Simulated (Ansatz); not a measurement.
HBr:
```
HBr
1.0
    3.13452    -2.64466     0.00000
    3.13452     2.64466     0.00000
    0.00000     0.00000     5.43998
H Br
2 2
Direct
  0.06080   0.93920   0.81670
  0.93920   0.06080   0.31670
  0.25487   0.74513   0.00430
  0.74513   0.25487   0.50430
```

Tensor components refer to the Cartesian frame of this cell.

Problem. Give the high-frequency dielectric tensor and the Born effective charge tensors of the independent atoms from DFPT, DFT-r²SCAN+D4 in the program Ansatz with PAW potentials.

Solution. 
ε∞:
```
2.33  0.00  0.00
0.00  2.82  0.00
0.00  0.00  2.94
```
Z* of atom 1 (H), rows: field, columns: displacement, in e:
```
 0.13   0.00   0.00
 0.00   0.63  -0.50
 0.00  -0.65   0.79
```
Z* of atom 3 (Br), rows: field, columns: displacement, in e:
```
-0.13   0.00   0.00
 0.00  -0.63  -0.08
 0.00  -0.04  -0.79
```

Static charges for comparison (Bader): H1 +0.20, Br3 -0.20 e. Born charges measure polarisation by displacement and can exceed these by far.

Space group Cmc2_1. The workflow started from an entry of the Crystallography Open Database (COD), which files this formula under 3 space groups. Symmetry was held in the r²SCAN+D4 relaxation; its stability against distortions is not shown here. The substance is a gas or liquid at ambient conditions. Spin–orbit coupling is left out wherever it is not named.

Potentials: the later of the program's two PAW sets.
